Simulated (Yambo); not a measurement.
BSE-type run in Yambo on NaAlS2O8 (space group C2/m, No. 12), at zero momentum.

Quantum ESPRESSO step (LDA, PseudoDojo standard norm-conserving files, scalar-relativistic):
```
&CONTROL
  calculation = 'nscf'
  pseudo_dir = './pseudo'
  outdir = './out'
/
&SYSTEM
  ibrav = 0
  nat = 12
  ntyp = 4
  ecutwfc = 88.0
  ecutrho = 352.0
  occupations = 'fixed'
  force_symmorphic = .true.
  nbnd = 94
/
&ELECTRONS
  conv_thr = 1.2000000000000002e-08
  diago_full_acc = .true.
  diago_thr_init = 1e-08
/
ATOMIC_SPECIES
O 15.9990 O.upf
Na 22.9898 Na.upf
Al 26.9815 Al.upf
S 32.0600 S.upf
CELL_PARAMETERS angstrom
  3.971830000000  -2.533090000000   0.000000000000
  3.971830000000   2.533090000000   0.000000000000
 -0.384091000000   0.000000000000   7.298671000000
ATOMIC_POSITIONS crystal
O   0.298840000000   0.298840000000   0.393180000000
O   0.701160000000   0.701160000000   0.606820000000
O   0.230780000000   0.711240000000   0.187920000000
O   0.769220000000   0.288760000000   0.812080000000
O   0.288760000000   0.769220000000   0.812080000000
O   0.711240000000   0.230780000000   0.187920000000
O   0.230230000000   0.230230000000   0.060340000000
O   0.769770000000   0.769770000000   0.939660000000
Na   0.000000000000   0.000000000000   0.500000000000
Al   0.000000000000   0.000000000000   0.000000000000
S   0.362680000000   0.362680000000   0.211300000000
S   0.637320000000   0.637320000000   0.788700000000
K_POINTS automatic
4 4 2 0 0 0
```

Yambo input:
```
rim_cut
optics
bse
bss
dipoles
em1s
RandQpts= 1000000
RandGvec= 1 Ry
FFTGvecs= 40 Ry
Chimod= "HARTREE"
BSKmod= "SEX"
BSEmod= "resonant"
BSSmod= "hs"
BSENGexx= 15 Ry
BSENGBlk= 3 Ry
% KfnQP_E
 3.163 | 1.0 | 1.0 |
%
% BSEQptR
 1 | 1 |
%
% BSEBands
 18 | 50 |
%
% BEnRange
 0.0 | 16.2 | eV
%
% BDmRange
 0.15 | 0.15 | eV
%
BEnSteps= 324
% BLongDir
 1.0 | 0.0 | 0.0 |
%
BSHayTrs= -0.02
BSSNEig= 24
WRbsWF
% BndsRnXs
 2 | 90 |
%
NGsBlkXs= 3 Ry
% LongDrXs
 1.0 | 1.0 | 1.0 |
%
```

From the report:

The dimension is k points × valence × conduction bands = 32 × 19 × 14 = 8512.
```
   [SLEPC] Approach                          : Krylov-Schur
   [SLEPC] Number of requested eigenvalues   :  24
   [SLEPC] Number of eigenvalues        [NEV]:  24
    [K] Dimension                                    :   8512
    [K] Bands                                        :   18   50
    [K] Exchange res                                 : yes
    [K] Correlation res                              : yes
    [K] W interaction is bare                        : no
    [K] RL vectors exchange                          :   971
    [K] RL vectors correlation                       :   97
    [W] Matrix size                                  :   97
    [W] Bands                                        :    2   90
    [W] Coulomb Cutoff                               : none
    [W] Hxc Kernel                                   : HARTREE
```

Geometry of the Materials Project entry, not relaxed at this level.

The structure is a Materials Project entry; no match was found in the copy of COD used, and its stability was not checked.
